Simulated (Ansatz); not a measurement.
**Data sheet: Cs2NaAlH6 (DFT)**

Cs$_{2}$NaAlH$_{6}$:
```xyz
10
Lattice="0.0000 4.2963 4.2963 4.2963 0.0000 4.2963 4.2963 4.2963 0.0000" Properties=species:S:1:pos:R:3 pbc="T T T"
Cs     2.1481     2.1481     2.1481
Cs     6.4444     6.4444     6.4444
Na     4.2963     4.2963     4.2963
Al     0.0000     0.0000     0.0000
H      6.8024     4.2963     4.2963
H      1.7902     4.2963     4.2963
H      4.2963     6.8024     4.2963
H      4.2963     1.7902     4.2963
H      4.2963     4.2963     6.8024
H      4.2963     4.2963     1.7902
```

Space group Fm-3m (No. 225); conventional cell a = b = c = 8.593 Å, α = β = γ = 90.00°.

Method: plane-wave PAW r²SCAN (Ansatz code). The cell and atoms are relaxed at this level. Other levels are named where they apply.

### Cell and energy

- Volume per atom: 15.86 Å³
- Density: 3.37 g/cm³
- Formation energy from the elements (no fitted shifts): -0.33 eV/atom

### Electronic structure

- Band gap: 2.74 eV (indirect)
- Valence-band maximum: at X
- Conduction-band minimum: at Γ
- Smallest direct gap on the standard path: 3.15 eV
- Electron effective mass: 0.39 mₑ (isotropic)
- Electron effective mass with spin–orbit coupling: 0.39 mₑ (isotropic)
- Weight of the conduction-edge state by species (Voronoi cells): H 53 %, Na 26 %, Al 13 %, Cs 8 %
- Hole effective mass: 1.1, 1.1, 1.7 mₑ (principal values)
- Hole effective mass with spin–orbit coupling: 1.1, 1.1, 1.7 mₑ (principal values)
- Weight of the valence-edge state by species (Voronoi cells): H 94 %, Al 3 %
- HSE06 gap on the r²SCAN cell: 3.16 eV
- Gap with spin–orbit coupling: 2.74 eV

### Mechanics

- Bulk modulus (Birch–Murnaghan fit): 25.5 GPa
- Pressure derivative B′: 4.3

### Charges

Bader charges: Cs +0.75, Na +0.85, Al +2.31, H -0.78 e

The first step of the workflow began from a Materials Project structure, measured or hypothetical; the Crystallography Open Database copy checked does not list it. Whether it is the stable phase at ambient conditions was not checked. Symmetry was held in the r²SCAN relaxation; whether a distortion lowers the energy is not shown. The references are the lowest solids computed at this level, not always the standard phases (solids in place of the gases). Spin–orbit coupling is left out wherever it is not named.

Potentials: the later of the program's two PAW sets.
